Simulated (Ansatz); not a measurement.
Ansatz (a program for electronic structure) input:

Ansatz 0.2 input:
```yaml
crystal:
  lattice:
    - [3.5622042122, 0.0, 0.0]
    - [-1.7811021061, 3.0849593412, 0.0]
    - [0.0, 0.0, 4.5275337103]
  atoms:
    - { symbol: Pt, position: [0.0, 0.0, 0.0] }
    - { symbol: S, position: [0.3333333333, 0.6666666667, 0.2622146004] }
    - { symbol: S, position: [0.6666666667, 0.3333333333, 0.7377853996] }
kpoints:
  mp_grid: { grid: [19, 19, 13] }
hamiltonian:
  xc: lda
  pseudopotentials: { kind: paw }
scf:
  occupations: { method: fermi_dirac, width: 0.1 }
elastic: { mode: relaxed_ion, stencil: two_point, amplitude: 0.005, f_tol: 0.0005 }
```

Output (shortened):

```
Pseudopotential: Pt, paw, valence charge 18
Pseudopotential: S, paw, valence charge 6
Functional definition: SPW92
Crystal: 3 atoms, lattice volume = 49.754 Å³
Basis set: ecut = 420 eV, 969 PW (Γ)
Bands: 19, of which v1, the nominal top of the filled ones, is band 15 counted from 1 (14 counted from 0)
Symmetry: 12 space group operations
Space group: P-3m1 (ITA 164), of the structure as read, at distance tolerance 3.7e-5 Å
k-points: 460 of 4693
SCF 1 converged in 11 iterations: F = -13985.400791 eV  dr2 = 1.35e-14
relax step   1: F+E_penalty+E_count = -13985.40079056 eV  Δ(F+E_penalty+E_count) = +0.000e0 eV  max|allowed force component| = 1.167e-2 eV/Å  Δτ_max = 0.0000 Å  (11 SCF iters, accepted)
Crystal: 3 atoms, lattice volume = 49.754 Å³
SCF 2 converged in 10 iterations: F = -13985.400801 eV  dr2 = 2.35e-14
relax step   2: F+E_penalty+E_count = -13985.40080058 eV  Δ(F+E_penalty+E_count) = -1.002e-5 eV  max|allowed force component| = 1.514e-3 eV/Å  Δτ_max = 0.0010 Å  (10 SCF iters, accepted)
Crystal: 3 atoms, lattice volume = 49.754 Å³
SCF 3 converged in 7 iterations: F = -13985.400801 eV  dr2 = 3.30e-14
relax step   3: F+E_penalty+E_count = -13985.40080075 eV  Δ(F+E_penalty+E_count) = -1.715e-7 eV  max|allowed force component| = 7.570e-7 eV/Å  Δτ_max = 0.0001 Å  (7 SCF iters, accepted)
Crystal: 3 atoms, lattice volume = 49.754 Å³
SCF 4 converged in 9 iterations: F = -13985.400801 eV  dr2 = 4.97e-14
Crystal: 3 atoms, lattice volume = 49.505 Å³
Basis set: ecut = 420 eV, 961 PW (Γ)
Symmetry: 4 space group operations
k-points: 1240 of 4693
SCF 5 converged in 11 iterations: F = -13985.399498 eV  dr2 = 2.92e-14
relax step   1: F+E_penalty+E_count = -13985.39949758 eV  Δ(F+E_penalty+E_count) = +0.000e0 eV  max|allowed force component| = 5.839e-2 eV/Å  Δτ_max = 0.0000 Å  (11 SCF iters, accepted)
Crystal: 3 atoms, lattice volume = 49.505 Å³
SCF 6 converged in 9 iterations: F = -13985.399801 eV  dr2 = 1.87e-14
relax step   2: F+E_penalty+E_count = -13985.39980121 eV  Δ(F+E_penalty+E_count) = -3.036e-4 eV  max|allowed force component| = 8.570e-3 eV/Å  Δτ_max = 0.0046 Å  (9 SCF iters, accepted)
Crystal: 3 atoms, lattice volume = 49.505 Å³
SCF 7 converged in 8 iterations: F = -13985.399808 eV  dr2 = 4.19e-15
relax step   3: F+E_penalty+E_count = -13985.39980774 eV  Δ(F+E_penalty+E_count) = -6.527e-6 eV  max|allowed force component| = 2.517e-3 eV/Å  Δτ_max = 0.0006 Å  (8 SCF iters, accepted)
Crystal: 3 atoms, lattice volume = 49.505 Å³
SCF 8 converged in 7 iterations: F = -13985.399808 eV  dr2 = 3.14e-14
relax step   4: F+E_penalty+E_count = -13985.39980841 eV  Δ(F+E_penalty+E_count) = -6.713e-7 eV  max|allowed force component| = 1.252e-5 eV/Å  Δτ_max = 0.0003 Å  (7 SCF iters, accepted)
Crystal: 3 atoms, lattice volume = 49.505 Å³
SCF 9 converged in 2 iterations: F = -13985.399808 eV  dr2 = 1.74e-14
Crystal: 3 atoms, lattice volume = 50.003 Å³
SCF 10 converged in 11 iterations: F = -13985.399540 eV  dr2 = 2.76e-14
relax step   1: F+E_penalty+E_count = -13985.39954018 eV  Δ(F+E_penalty+E_count) = +0.000e0 eV  max|allowed force component| = 5.625e-2 eV/Å  Δτ_max = 0.0000 Å  (11 SCF iters, accepted)
Crystal: 3 atoms, lattice volume = 50.003 Å³
SCF 11 converged in 9 iterations: F = -13985.399835 eV  dr2 = 1.83e-14
relax step   2: F+E_penalty+E_count = -13985.39983497 eV  Δ(F+E_penalty+E_count) = -2.948e-4 eV  max|allowed force component| = 2.416e-3 eV/Å  Δτ_max = 0.0047 Å  (9 SCF iters, accepted)
Crystal: 3 atoms, lattice volume = 50.003 Å³
SCF 12 converged in 8 iterations: F = -13985.399835 eV  dr2 = 2.70e-15
relax step   3: F+E_penalty+E_count = -13985.39983550 eV  Δ(F+E_penalty+E_count) = -5.323e-7 eV  max|allowed force component| = 1.252e-5 eV/Å  Δτ_max = 0.0002 Å  (8 SCF iters, accepted)
Crystal: 3 atoms, lattice volume = 50.003 Å³
SCF 13 converged in 2 iterations: F = -13985.399835 eV  dr2 = 1.35e-15
Crystal: 3 atoms, lattice volume = 49.505 Å³
SCF 14 converged in 11 iterations: F = -13985.400419 eV  dr2 = 5.74e-14
relax step   1: F+E_penalty+E_count = -13985.40041868 eV  Δ(F+E_penalty+E_count) = +0.000e0 eV  max|allowed force component| = 6.765e-2 eV/Å  Δτ_max = 0.0000 Å  (11 SCF iters, accepted)
Crystal: 3 atoms, lattice volume = 49.505 Å³
SCF 15 converged in 9 iterations: F = -13985.400757 eV  dr2 = 2.26e-14
relax step   2: F+E_penalty+E_count = -13985.40075697 eV  Δ(F+E_penalty+E_count) = -3.383e-4 eV  max|allowed force component| = 7.888e-4 eV/Å  Δτ_max = 0.0051 Å  (9 SCF iters, accepted)
Crystal: 3 atoms, lattice volume = 49.505 Å³
SCF 16 converged in 7 iterations: F = -13985.400757 eV  dr2 = 1.03e-14
relax step   3: F+E_penalty+E_count = -13985.40075702 eV  Δ(F+E_penalty+E_count) = -4.615e-8 eV  max|allowed force component| = 2.087e-6 eV/Å  Δτ_max = 0.0001 Å  (7 SCF iters, accepted)
Crystal: 3 atoms, lattice volume = 49.505 Å³
SCF 17 converged in 2 iterations: F = -13985.400757 eV  dr2 = 3.86e-15
Crystal: 3 atoms, lattice volume = 50.003 Å³
Basis set: ecut = 420 eV, 981 PW (Γ)
SCF 18 converged in 11 iterations: F = -13985.400085 eV  dr2 = 1.11e-14
relax step   1: F+E_penalty+E_count = -13985.40008519 eV  Δ(F+E_penalty+E_count) = +0.000e0 eV  max|allowed force component| = 6.745e-2 eV/Å  Δτ_max = 0.0000 Å  (11 SCF iters, accepted)
Crystal: 3 atoms, lattice volume = 50.003 Å³
SCF 19 converged in 9 iterations: F = -13985.400430 eV  dr2 = 2.36e-14
relax step   2: F+E_penalty+E_count = -13985.40042982 eV  Δ(F+E_penalty+E_count) = -3.446e-4 eV  max|allowed force component| = 1.347e-3 eV/Å  Δτ_max = 0.0050 Å  (9 SCF iters, accepted)
Crystal: 3 atoms, lattice volume = 50.003 Å³
SCF 20 converged in 7 iterations: F = -13985.400430 eV  dr2 = 3.39e-14
relax step   3: F+E_penalty+E_count = -13985.40042996 eV  Δ(F+E_penalty+E_count) = -1.369e-7 eV  max|allowed force component| = 3.900e-6 eV/Å  Δτ_max = 0.0001 Å  (7 SCF iters, accepted)
Crystal: 3 atoms, lattice volume = 50.003 Å³
SCF 21 converged in 2 iterations: F = -13985.400430 eV  dr2 = 1.55e-14
Crystal: 3 atoms, lattice volume = 49.754 Å³
SCF 22 converged in 10 iterations: F = -13985.400352 eV  dr2 = 2.51e-14
relax step   1: F+E_penalty+E_count = -13985.40035209 eV  Δ(F+E_penalty+E_count) = +0.000e0 eV  max|allowed force component| = 4.858e-2 eV/Å  Δτ_max = 0.0000 Å  (10 SCF iters, accepted)
Crystal: 3 atoms, lattice volume = 49.754 Å³
SCF 23 converged in 8 iterations: F = -13985.400547 eV  dr2 = 2.91e-14
relax step   2: F+E_penalty+E_count = -13985.40054746 eV  Δ(F+E_penalty+E_count) = -1.954e-4 eV  max|allowed force component| = 1.793e-2 eV/Å  Δτ_max = 0.0029 Å  (8 SCF iters, accepted)
Crystal: 3 atoms, lattice volume = 49.754 Å³
SCF 24 converged in 8 iterations: F = -13985.400578 eV  dr2 = 1.23e-14
relax step   3: F+E_penalty+E_count = -13985.40057845 eV  Δ(F+E_penalty+E_count) = -3.100e-5 eV  max|allowed force component| = 7.124e-4 eV/Å  Δτ_max = 0.0017 Å  (8 SCF iters, accepted)
Crystal: 3 atoms, lattice volume = 49.754 Å³
SCF 25 converged in 7 iterations: F = -13985.400578 eV  dr2 = 8.52e-15
relax step   4: F+E_penalty+E_count = -13985.40057849 eV  Δ(F+E_penalty+E_count) = -3.974e-8 eV  max|allowed force component| = 2.099e-6 eV/Å  Δτ_max = 0.0001 Å  (7 SCF iters, accepted)
Crystal: 3 atoms, lattice volume = 49.754 Å³
SCF 26 converged in 2 iterations: F = -13985.400578 eV  dr2 = 3.70e-15
Crystal: 3 atoms, lattice volume = 49.754 Å³
SCF 27 converged in 10 iterations: F = -13985.400356 eV  dr2 = 2.41e-14
relax step   1: F+E_penalty+E_count = -13985.40035555 eV  Δ(F+E_penalty+E_count) = +0.000e0 eV  max|allowed force component| = 4.794e-2 eV/Å  Δτ_max = 0.0000 Å  (10 SCF iters, accepted)
Crystal: 3 atoms, lattice volume = 49.754 Å³
SCF 28 converged in 8 iterations: F = -13985.400580 eV  dr2 = 8.48e-14
relax step   2: F+E_penalty+E_count = -13985.40058036 eV  Δ(F+E_penalty+E_count) = -2.248e-4 eV  max|allowed force component| = 1.029e-3 eV/Å  Δτ_max = 0.0046 Å  (8 SCF iters, accepted)
Crystal: 3 atoms, lattice volume = 49.754 Å³
SCF 29 converged in 7 iterations: F = -13985.400580 eV  dr2 = 1.81e-14
relax step   3: F+E_penalty+E_count = -13985.40058046 eV  Δ(F+E_penalty+E_count) = -1.066e-7 eV  max|allowed force component| = 1.009e-5 eV/Å  Δτ_max = 0.0001 Å  (7 SCF iters, accepted)
Crystal: 3 atoms, lattice volume = 49.754 Å³
SCF 30 converged in 2 iterations: F = -13985.400580 eV  dr2 = 6.74e-15
SCF converged after 9 iterations
Stability not checked: this state was not tested for a lower state beside it, because too few of the mixer's solves of this state at the end of the SCF gave a …
Free energy (F): -13985.400801 eV
Harris-Foulkes:  -13985.400801 eV  (|F-HF|=0.00e0)
Internal energy: -13985.389555 eV  (E = F + TS)
E sigma→0 (E₀):  -13985.395178 eV
Entropy (-TS):   -0.011245 eV (-3.748 meV/atom)
Fermi energy:    12.874184 eV
--- Per-component energies (eV) ---
  E_band       = -276.028970
  E_kinetic    = 853.979243
  E_local      = -2702.831482  (includes V_loc(G=0)·N_el)
  E_nonlocal   = 264.676798
  E_hartree    = 1046.844702
  E_xc         = -454.234713
  E_vxc        = -479.976117  (∫ρ·V_xc dr)
  E_paw        = -10314.756775  (= ΣΔE_a)
  E_vpaw       = -305.566975  (= ΣTr[D̂ρ^β])
  E_aug_tail   = 0.000161  (compensation charges beyond the density's cutoff)
  E_ewald      = -2679.837754
  E_core_change = 0.770265  (= ΣΔE_core)
  E_smearing   = -0.011245  (= −TS)
  E_closure    = 0.000000  (closes the sum)
  Σ components = -13985.400801   (vs F -13985.400801, Δ=0.00e0)
--- Forces (eV/Å), atoms counted from 1 ---
  atom   1  Pt     0.00000000     0.00000000     0.00000000
  atom   2  S      0.00000000     0.00000000    -0.00000076
  atom   3  S      0.00000000     0.00000000     0.00000076
  max |Σ_I F_I| component: 0.0 eV/Å
--- Stress (GPa, compression-positive) ---
        0.005191       0.000000       0.000000
        0.000000       0.005191       0.000000
        0.000000       0.000000      -0.109058
  P = ⅓ Tr σ = -0.0329 GPa (-0.329 kbar)
--- Band table (eV; the first three rows and the last of 460) ---
  k-point 0: bands = ["-87.1054", "-41.2577", "-41.2577", "-41.1316", "-3.3075", "0.5322", "5.0323", "5.6067", "5.6067", "8.5822", "8.5822", "10.4567", "11.3372", "11.3372", "13.1704", "14.0302", "14.0302", "16.1586", "17.9894"]
  k-point 1: bands = ["-87.1054", "-41.2577", "-41.2577", "-41.1316", "-3.2757", "0.4293", "5.1552", "5.6114", "5.6114", "8.5766", "8.5766", "10.4420", "11.2935", "11.2935", "13.0393", "14.1033", "14.1033", "16.2363", "18.1224"]
  k-point 2: bands = ["-87.1054", "-41.2577", "-41.2577", "-41.1316", "-3.1816", "0.1550", "5.4886", "5.6245", "5.6245", "8.5618", "8.5618", "10.3919", "11.1789", "11.1789", "12.7010", "14.3036", "14.3036", "16.4658", "18.4664"]
  k-point 459: bands = ["-87.1049", "-41.2738", "-41.2716", "-41.1288", "-0.8511", "-0.7645", "5.5990", "5.6327", "6.3789", "7.8619", "8.1058", "8.3904", "9.0724", "10.2696", "10.3901", "15.0364", "15.1331", "19.6626", "20.0384"]
--- Elastic constants: 3 strain directions × 2 members + reference (group order 12) ---
  dense FFT box of the reference and of every strained cell: 24×24×32
  strains applied: 11, 33, 23; error gains …
  reference relaxed by the batch: 3 steps …
  largest displacement 8.7e-4 Å; the constants are those of the deck's cell at these positions:
  atoms:
    - { symbol: Pt, position: [0.0, 0.0, 0.0] }
    - { symbol: S, position: [0.33333333333333337, 0.6666666666666667, 0.26240752358244795] }
    - { symbol: S, position: [0.6666666666666666, 0.33333333333333337, 0.737592476417552] }
  C = ∂σ_k/∂η_j (tension-positive GPa; Voigt order 11 22 33 23 13 12):
       252.160     74.986     37.133    -29.885      0.000      0.000
        74.986    252.160     37.133     29.885      0.000      0.000
        37.013     37.013     53.239      0.000      0.000      0.000
       -29.896     29.896      0.000     56.910      0.000      0.000
         0.000      0.000      0.000      0.000     56.910    -29.896
         0.000      0.000      0.000      0.000    -29.885     88.587
  reference stress σ⁰ (GPa):     -0.005     -0.005      0.109      0.000      0.000      0.000
  moduli (Voigt/Reuss/Hill, GPa): K = 95.09/51.41/73.25   G = 67.71/45.85/56.78   E = 135.36   ν = 0.192
  mechanically stable: yes (min eigenvalue of sym C = 38.92 GPa)
  strain η (Voigt 11):  stress-route row diagonal C_11 = 252.16 GPa, energy-path curvature d²(F+E_count+ΔE)/dδ²/Ω₀ = 252.17 GPa
         δ    σ_11 (GPa)             F (eV)   n_scf  n_hpsi   n_pw
    -5.000e-3      -1.2784      -13985.3998084       2  214610    984   relax 4 steps, max|allowed force component| 1.25e-5 eV/Å
     5.000e-3       1.2432      -13985.3998355       2  214643    993   relax 3 steps, max|allowed force component| 1.25e-5 eV/Å
  strain η (Voigt 33):  stress-route row diagonal C_33 = 53.24 GPa, energy-path curvature d²(F+E_count+ΔE)/dδ²/Ω₀ = 53.21 GPa
         δ    σ_33 (GPa)             F (eV)   n_scf  n_hpsi   n_pw
    -5.000e-3      -0.1700      -13985.4007570       2   79454    984   relax 3 steps, max|allowed force component| 2.09e-6 eV/Å
     5.000e-3       0.3624      -13985.4004300       2   79931    994   relax 3 steps, max|allowed force component| 3.90e-6 eV/Å
  strain η (Voigt 23):  stress-route row diagonal C_44 = 56.91 GPa, energy-path curvature d²(F+E_count+ΔE)/dδ²/Ω₀ = 56.89 GPa
         δ    σ_23 (GPa)             F (eV)   n_scf  n_hpsi   n_pw
    -5.000e-3      -0.2864      -13985.4005785       2  214651    988   relax 4 steps, max|allowed force component| 2.10e-6 eV/Å
     5.000e-3       0.2827      -13985.4005805       2  215401    988   relax 3 steps, max|allowed force component| 1.01e-5 eV/Å
```

Cost: roughly 19 core-minutes on shared cores.

Symmetry was held in the LDA relaxation; phonons on a q-mesh show no instability. No spin polarisation was allowed. A crystal of weakly bound layers computed without a dispersion correction: the cell and the soft elastic constants depend strongly on that. As this level gives no gap, shear constants depend on the k-mesh and smearing (Fermi–Dirac, 0.1 eV here). Spin–orbit coupling is left out wherever it is not named.

Potentials: the later of the program's two PAW sets.

Ansatz is a plane-wave DFT program.
